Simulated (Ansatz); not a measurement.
Input:

WSe2:
```cif
data_Se4W2
_chemical_formula_sum 'W2 Se4'
_space_group_name_H-M_alt 'P 1'
_space_group_IT_number 1
_cell_length_a 6.57602
_cell_length_b 6.57602
_cell_length_c 6.57602
_cell_angle_alpha 135.286
_cell_angle_beta 135.286
_cell_angle_gamma 65.086
loop_
_space_group_symop_operation_xyz
  'x, y, z'
loop_
_atom_site_label
_atom_site_type_symbol
_atom_site_fract_x
_atom_site_fract_y
_atom_site_fract_z
_atom_site_occupancy
W1 W 0.50000 0.50000 0.00000 1
W2 W 0.25000 0.75000 0.50000 1
Se1 Se 0.27233 0.27233 0.00000 1
Se2 Se 0.02233 0.52233 0.50000 1
Se3 Se 0.47767 0.97767 0.50000 1
Se4 Se 0.72767 0.72767 0.00000 1
```

This is the r²SCAN-relaxed structure.

Q: All from DFT-r²SCAN in the program Ansatz with PAW potentials, unless another level is named. Predict the electronic character.

A: metallic (no gap).

Q: What about the formation energy from the elements (no fitted shifts)?

A: 0.074 eV/atom.

Q: And the density of states at the Fermi level?

A: 0.74 states/eV per atom (mean over ±0.08 eV).

Space group I4_1/amd (anatase). The cell is a constructed one: a structure type filled with these elements; neither database checked (COD, Materials Project) lists it. It is not the phase usual at ambient conditions (space group No. 194). Symmetry was held in the r²SCAN relaxation; whether a distortion lowers the energy is not shown. The run is not spin-polarised. The references are the lowest solids computed at this level, not always the standard phases. Spin–orbit coupling is left out wherever it is not named.

Potentials: the later of the program's two PAW sets.
